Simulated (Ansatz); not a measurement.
SnSeS:
```
CELL_PARAMETERS angstrom
      3.74628     0.00000     0.00000
     -1.87314     3.24437     0.00000
      0.00000     0.00000     6.14536
ATOMIC_POSITIONS crystal
  Sn 0.33333 0.66667 0.00780
  Se 0.00000 0.00000 0.74912
  S  0.66667 0.33333 0.24308
```

Relaxed with r²SCAN+D4.

Q: Map the valence electron density (e/Å³), cut off at 1 on the plane through (0.333, 0.667, 0.008) spanned by u = [0, 0, 1] and v = [1, -1, 0] in lattice vectors, from r²SCAN+D4 in the plane-wave PAW code Ansatz.

A: x is the fraction of u, y of v (the angle between them is 90°; rows are the nearest grid lines); atoms in the plane: Sn at (0.00, 0.00), Se at (0.74, 0.67), S at (0.24, 0.33).
```
|@@@@@=:.                .:=@@@@@|
|@@@@@=..                .:=@@@@@|
|@@@@=:.               ...:-+@@@@|
|@@*=:..             ...:::-=+#@@|
|:....             .:-=+***+=--::|
|...              .:-+%@@@@#+=::.|
|.                .-+@@@@@@@*=:..|
|.               .:+@@@@@@@@@+-..|
|.               .:+@@@@@@@@@+-..|
|.               .:-*@@@@@@@*=:..|
|.                .:=*@@@@@#+-:..|
|. .........       .:=+*#*+=-:...|
|..::=+***+=:.       ...::..... .|
|..:=*%@@@%#=:.         ...     .|
|.:-+%@@@@@@#=:.                .|
|.:=#@@= :%@@*-.                .|
|.:=#@@+.-@@@*-.                .|
|.:-+%@@@@@@*-..               ..|
|.:-=*%@@@%*=:.               ...|
|::-=++**+=-:.             ....::|
|@@#+=-::...             ...:=*@@|
|@@@@+-:..               ..:=@@@@|
|@@@@@=..                .:=@@@@@|
|@@@@@=:.                .:=@@@@@|
```
Scale: ten equal steps from 0.008 (start of ' ') to 1.00 (end of '@'), in the order ' .:-=+*#%@'; x runs from 0.000 to 1.00, y from 0.000 (bottom) to 1.00 (top).

The density is the valence pseudo-density with augmentation charge, so density and ELF within about 1 Å of a nucleus are not all-electron values.

Space group P3m1. The workflow started from a Materials Project entry (that database holds measured and hypothetical structures alike); the Crystallography Open Database copy checked does not list it. With Se and S taken as one species the cell has the higher symmetry P-3m1, so it may be an ordered model of a mixed-site phase. Its standing as an ambient phase is unchecked. Symmetry was held in the r²SCAN+D4 relaxation; its stability against distortions is not shown here. Scalar-relativistic: spin–orbit coupling is off unless named, which matters more the heavier the elements.

Potentials: the later of the program's two PAW sets.
